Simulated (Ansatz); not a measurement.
**How much do the gradients of Pb2O depend on the method?**

Cell: a COD entry, atoms as given.

Space group Pn-3m:1 (No. 224); a = 5.3800 Å.

```
site  Wyckoff  site symmetry       x       y       z
  Pb       4b           .-3m  0.2500  0.2500  0.2500
   O       2a           -43m  0.0000  0.0000  0.0000
```

One atom of each set is listed.

First run. Level of theory: DFT, PBE, plane waves and PAW, scalar-relativistic, 420 eV cutoff, Γ-centred 6×6×6 k-points, Fermi–Dirac smearing 0.05 eV (Ansatz 0.2.0).

```csv
site,V_zz (10²¹ V/m²),η
Pb,-15.00,0.00
```

Second run. The same atoms and settings, except that spin–orbit coupling is included (fully relativistic PAW files).

Task: What does the second run give?

Result: 

```json
{"site": "Pb", "V_zz": "-12.88", "η": "0.00", "change of V_zz": "+2.12"}
```

The largest change of V_zz is on Pb, from -15.00 to -12.88. In per cent, |V_zz| changes by -14 on Pb (all sites that start above 2). Sites without a gradient aren't listed.

The run finds no gap above 0.1 eV (a metal, or nearly one), so the gradients can move by 10 % or more with the k-mesh.
